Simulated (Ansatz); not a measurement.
**What a change of settings does: Ta (bcc type)**

First run: DFT, PBE, all-electron LAPW, scalar-relativistic (Ansatz 0.2.0).

Command: `ansatz run input.yaml --threads 2 --pin off --max-ram 5120MiB --backend cpu --events-out ev --progress --plain --runs-dir out` It took 14 s on 2 threads of Arm Neoverse V2 (shared host), peak memory 0.45 GiB.

```yaml
crystal:
  lattice:
    - [3.3195547178, 0.0, 0.0]
    - [0.0, 3.3195547178, 0.0]
    - [0.0, 0.0, 3.3195547178]
  atoms:
    - { symbol: Ta, position: [0.0, 0.0, 0.0] }
    - { symbol: Ta, position: [0.5, 0.5, 0.5] }
kpoints:
  mp_grid: { grid: [12, 12, 12] }
scf:
  occupations: { method: fermi_dirac, width: 0.08 }
hamiltonian:
  xc: pbe
  pseudopotentials: { kind: all_electron, lapw: { basis_error: 0.001 } }
output:
  forces: true
  stress: true
  eigenvalues: true
```

The base cell comes from a relaxation on PAW files under the same functional.

This run: bulk in the slab's orientation.

It converges in 8 SCF iterations at a pressure of -0.03 GPa.

The input is then changed:

```diff
   occupations: { method: fermi_dirac, width: 0.08 }
+  lower_state_search: standard
 hamiltonian:
```

Q: What does the second run give?

A: It converges in 8 SCF iterations at a pressure of -0.03 GPa, free energy 0.0 meV/atom against the first run's.
